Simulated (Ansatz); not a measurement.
Start of a relaxation of CrRuC₄N₄:

```
Cr Ru C N
1.0
     7.20259    0.00000    0.00000
     0.00000    7.20259    0.00000
     0.00000    0.00000    3.53921
Cr Ru C N
1 1 4 4
Direct
  0.00000 0.00000 0.00000
  0.50000 0.50000 0.00000
  0.19026 0.80974 0.00000
  0.80974 0.19026 0.00000
  0.19026 0.19026 0.00000
  0.80974 0.80974 0.00000
  0.30512 0.69488 0.00000
  0.69488 0.30512 0.00000
  0.30512 0.30512 0.00000
  0.69488 0.69488 0.00000
```

These are results of Ansatz 0.2.0, DFT PBE, scalar-relativistic, plane waves, PAW, not measurements. Cutoff 420 eV, Gaussian smearing, Γ-centred meshes. Cell and atoms relax first on a coarse mesh and then on a finer one. In between, the cell is made exact in the group found at 0.06 Å. In metals the finer mesh still leaves noise of several meV/atom or more. The steps can't lower the symmetry of their start. Collinear spin, starting moments Cr 3.0; Ru 1.0 μB.

A guess keeps its type if space group and coordination stay and the shape of the cell changes little (axis ratios within about 15 %, angles within 6°); the volume may change.

Problem. Does this structure survive the relaxation?

Solution. It keeps its type. The symmetry stays P4/mmm (No. 123). The volume per atom shrinks by 9.4 %, from 18.4 to 16.6 Å³. The shortest distance stays 1.17 Å (C–N). The ratio c/a of the conventional cell changes by a factor of 0.87. Counting neighbours within 15 % of an atom's shortest distance, the start has C 1, Cr 4, N 1, Ru 4 and the end C 1, Cr 4, N 1, Ru 4.

The last run used collinear spin, a 6×6×12 mesh (in the run's order of axes) for its 10-atom cell and Gaussian smearing of 0.10 eV. The magnetic state reached may not be the lowest. A structure relaxed within its symmetry needn't be a true minimum.
